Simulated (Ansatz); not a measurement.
ZrB$_{2}$ (AlB2 type, space group P6/mmm)

```cif
data_B2Zr
_chemical_formula_sum 'Zr1 B2'
_space_group_name_H-M_alt 'P 1'
_space_group_IT_number 1
_cell_length_a 3.16770
_cell_length_b 3.16770
_cell_length_c 3.55026
_cell_angle_alpha 90.000
_cell_angle_beta 90.000
_cell_angle_gamma 120.000
loop_
_space_group_symop_operation_xyz
  'x, y, z'
loop_
_atom_site_label
_atom_site_type_symbol
_atom_site_fract_x
_atom_site_fract_y
_atom_site_fract_z
_atom_site_occupancy
Zr1 Zr 0.00000 0.00000 0.00000 1
B1 B 0.33333 0.66667 0.50000 1
B2 B 0.66667 0.33333 0.50000 1
```

This relaxed cell (volume V₀) is scaled evenly in all directions, its shape held. Symmetry pins the atoms to their sites.

Calculation: r2SCAN (plane waves to 500 eV, PAW, scalar-relativistic; Ansatz, a quantum-chemistry and plane-wave program). k mesh 17×17×13 (Γ-centred), Fermi-Dirac smearing 0.05 eV. The energy includes the smearing's −TS. With the shape held, the modulus is that of even scaling; a crystal free to change shape is softer. ZrB2 is run without spin polarisation. ZrB2 was relaxed with its symmetry unable to fall. The zero of ΔE is the relaxed starting cell. The last digit holds for this mesh only.

```
V (Å³/atom)  ΔE (meV/atom)
-----------  -------------
9.256                 92.5
9.427                 62.4
9.598                 38.8
9.770                 21.2
9.941                  9.2
10.112                 2.2
10.284                 0.0
10.455                 2.1
10.627                 8.2
10.798                18.0
10.970                31.2
11.141                47.5
11.312                66.8
```

Task: What bulk modulus at fixed cell shape B₀ follows from a third-order Birch-Murnaghan fit?

Result: 243 GPa.

Task: What is the fitted pressure derivative B₀′?

Result: 3.9.

(Under strain, the slope of the energy per volume gives the stress and its curvature an elastic modulus.)
